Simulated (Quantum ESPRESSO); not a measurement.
Zr5LiAgTi, different elements on one site, starting from this cell

Computed values, not a measurement. The program is pw.x of Quantum ESPRESSO 7.5 (plane-wave density functional theory). The cell is made up: eight metal atoms on a hexagonal close-packed lattice, with elements, volume, strain and displacements drawn at random and not relaxed, so it may be unstable or far from any real phase. PseudoDojo standard norm-conserving files set the functional (PBE unless stated); there is no spin polarisation or spin-orbit coupling, the Fermi-Dirac width of 0.25 eV means electrons at about 2900 K, and the masses in the input are unused placeholders. Heavy elements are run without spin-orbit coupling, which real alloys of them have. A spin test at this wide smearing found no moment, but such smearing suppresses magnetism that the real alloy may have.

The runs put different elements on site 7. Cell, positions, cutoff, mesh and smearing stay as in the input of run 1; sites are counted in its order. Stress in the tables is positive in tension.

Input of run 1:

```
&control calculation='scf', pseudo_dir='./dojo.nc.sr.pbe.v0_5.standard.upf', outdir='./o', disk_io='minimal', tprnfor=.true., tstress=.true. /
&system ibrav=0, nat=8, ntyp=4, nbnd=64, ecutwfc=84.00895049, nosym=.true., tot_charge=0,
 occupations='smearing', smearing='fd', degauss=0.0183746611
/
&electrons conv_thr=1.470e-08, electron_maxstep=70, mixing_beta=0.5 /
ATOMIC_SPECIES
Ag 1.0 Ag.upf
Li 1.0 Li.upf
Ti 1.0 Ti.upf
Zr 1.0 Zr.upf
CELL_PARAMETERS angstrom
3.0983 -0.0166 0.0245
-0.0287 5.3852 0.0277
0.0766 0.0502 9.9697
ATOMIC_POSITIONS angstrom
Zr 0.0896 0.036 -0.056
Zr 0.038 0.0104 5.001
Li 0.0192 1.8084 2.3981
Zr 0.0785 1.8191 7.5137
Zr 1.5469 2.6309 0.1049
Zr 1.5332 2.6739 4.9172
Ag 1.4898 4.5901 2.552
Ti 1.5764 4.5186 7.6381
K_POINTS automatic
8 4 3 1 1 1
```

```
run  elements on sites 1 to 8  -TS (eV)  pressure (GPa)  stress xx (GPa)  stress yy (GPa)  stress zz (GPa)  stress yz (GPa)  stress xz (GPa)  stress xy (GPa)  iterations
  1   Zr Zr Li Zr Zr Zr Ag Ti    -1.909            2.84            -2.70            -1.32            -4.51             0.27             0.45            -0.15          19
  2   Zr Zr Li Zr Zr Zr Ru Ti    -2.160           -0.77            -0.84            -0.14             3.30             0.19             0.31            -0.32          22
  3   Zr Zr Li Zr Zr Zr Pd Ti    -1.936            0.69            -1.53            -0.24            -0.29             0.25             0.42            -0.23          23
  4   Zr Zr Li Zr Zr Zr Mg Ti    -1.933            5.00            -4.02            -2.89            -8.11             0.26             0.41            -0.11          19
  5   Zr Zr Li Zr Zr Zr Hf Ti    -2.053            5.39            -5.10            -5.34            -5.72             0.26             0.31            -0.23          19
```

Forces Fx Fy Fz (eV/Å):

```
site             run 1              run 2              run 3             run 4             run 5
   1  -0.29 -0.65 0.66   -0.28 -1.02 1.60   -0.28 -0.78 1.18  -0.28 -0.62 0.11  -0.31 -0.77 0.34
   2  -0.14 -0.33 0.14  -0.06 -0.69 -0.96  -0.10 -0.47 -0.46  -0.17 -0.28 0.74  -0.20 -0.33 0.46
   3  -0.09 -0.17 0.44   -0.09 -0.15 0.46   -0.09 -0.19 0.45  -0.11 -0.04 0.43  -0.13 -0.05 0.43
   4  -0.23 0.49 -0.36   -0.23 0.52 -0.36   -0.23 0.51 -0.37  -0.23 0.45 -0.36  -0.23 0.51 -0.35
   5   0.23 0.73 -0.31     0.26 1.22 0.37    0.23 0.93 -0.02   0.23 0.62 -0.43    0.26 0.71 0.00
   6    0.19 0.36 0.19    0.21 0.88 -0.61    0.19 0.60 -0.17    0.20 0.24 0.35   0.21 0.21 -0.07
   7  0.12 -0.01 -0.19   -0.02 -0.31 0.09   0.07 -0.14 -0.03   0.16 0.01 -0.28   0.24 0.15 -0.24
   8  0.20 -0.41 -0.56   0.21 -0.44 -0.59   0.21 -0.44 -0.57  0.19 -0.38 -0.55  0.18 -0.44 -0.57
```

Energies are left out, as each element's file has its own zero. A rerun of one cell of this series at a higher cutoff and on a denser mesh moved values by no more than 0.002 eV in energy, 0.06 GPa in stress and 0.006 eV/Å in force, and a second program with other atomic files agreed on that cell to 2 % rms in force and 0.5 GPa in pressure.